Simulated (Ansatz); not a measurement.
# Trial structures of Na3SmP2: starts and ends

Theory: DFT PBE, scalar-relativistic, plane waves, PAW, and for the lanthanide a 4f-in-core norm-conserving potential, in Ansatz 0.2.0. Settings: cutoff 690 eV, Γ-centred meshes spaced at most about 0.3 Å⁻¹, and about 0.25 Å⁻¹ or finer for metals (2π included), Gaussian smearing. No spin polarisation in the final relaxations.

Each guess was relaxed in cell and atoms at zero pressure, within the symmetry of its start. All energies are static (0 K, no zero-point motion). Coordination counts P atoms around Na and Sm (those within 1.25 times the shortest such distance or 1.15 times the sum of covalent radii, 1.27 where that leaves under three; a plus sign parts nearer from farther groups; the shortest distance is added where it exceeds 1.18 times the sum of covalent radii; a slash parts the counts of unlike sites).

```json
{"guess": "1", "made from": "random cell", "start group": "P4/mmm", "V start (Å³/atom)": "25.9", "end group": "P4/mmm", "V end (Å³/atom)": "32.6", "coordination at the end": "Na 2/4+8 from 4.1 Å, Sm 4+8 from 4.1 Å", "gap on mesh (eV)": "0", "E over the lowest end (meV/atom)": "1213"}
{"guess": "2", "made from": "random cell", "start group": "P6/mmm", "V start (Å³/atom)": "22.0", "end group": "?", "V end (Å³/atom)": "?", "coordination at the end": "?", "gap on mesh (eV)": "?", "E over the lowest end (meV/atom)": "?"}
{"guess": "3", "made from": "GdB2Rh3 type", "start group": "P6/mmm", "V start (Å³/atom)": "20.2", "end group": "P6/mmm", "V end (Å³/atom)": "22.3", "coordination at the end": "Na 4, Sm 6", "gap on mesh (eV)": "0", "E over the lowest end (meV/atom)": "0"}
{"guess": "4", "made from": "random cell", "start group": "P4/mmm", "V start (Å³/atom)": "22.6", "end group": "P4/mmm", "V end (Å³/atom)": "39.3", "coordination at the end": "Na 4/8 from 4.2 Å, Sm 2", "gap on mesh (eV)": "0", "E over the lowest end (meV/atom)": "295"}
```

Guess 2 as it starts:

```
CELL_PARAMETERS angstrom
5.55761 0.00000 0.00000
-2.77881 4.81303 0.00000
0.00000 0.00000 4.94294
ATOMIC_POSITIONS crystal
Na 0.50000 0.00000 0.00000
Na 0.00000 0.50000 0.00000
Na 0.50000 0.50000 0.00000
Sm 0.00000 0.00000 0.00000
P 0.33333 0.66667 0.50000
P 0.66667 0.33333 0.50000
```

Problem. Fill in the missing row: what does this guess relax into, and where does it rank?

Solution. It ends in space group P6/mmm (No. 191), with a = 7.497 Å, c = 3.424 Å, 27.8 Å³/atom and no gap. It lies 0.47 eV/atom over the lowest end, above guess 4 and below guess 1. Counting P atoms around Na and Sm, this end has Na 4, Sm 12 from 4.7 Å and the lowest (guess 3) has Na 4, Sm 6.

```
Na Sm P
1.0
     7.49657    0.00000    0.00000
    -3.74829    6.49222    0.00000
     0.00000    0.00000    3.42389
Na Sm P
3 1 2
Direct
  0.50000 0.00000 0.00000
  0.00000 0.50000 0.00000
  0.50000 0.50000 0.00000
  0.00000 0.00000 0.00000
  0.33333 0.66667 0.50000
  0.66667 0.33333 0.50000
```

The zero of energy is the elements' standard structures at the same level; no fitted shifts are applied. The references include black phosphorus.

Problem. Is the lowest end bound against the elements?

Solution. Yes: its formation energy is −0.15 eV/atom. It lies below the elements, which doesn't yet make it stable against other compounds or structures.

The reference form of P is held partly by dispersion forces, which this level lacks. Cells relaxed within their symmetry can be saddle points. A lower structure may well exist outside this small set. Some candidate types were left out of the draw beforehand, so a known form may be missing.

The lanthanide is trivalent by construction, without f bands, f moments or other valences. The reference runs of the other elements, and any phases without the lanthanide, used 420 eV, which shifts energies against them by under 10 meV/atom. The lanthanide's reference is the lowest of its hcp, dhcp and fcc cells.
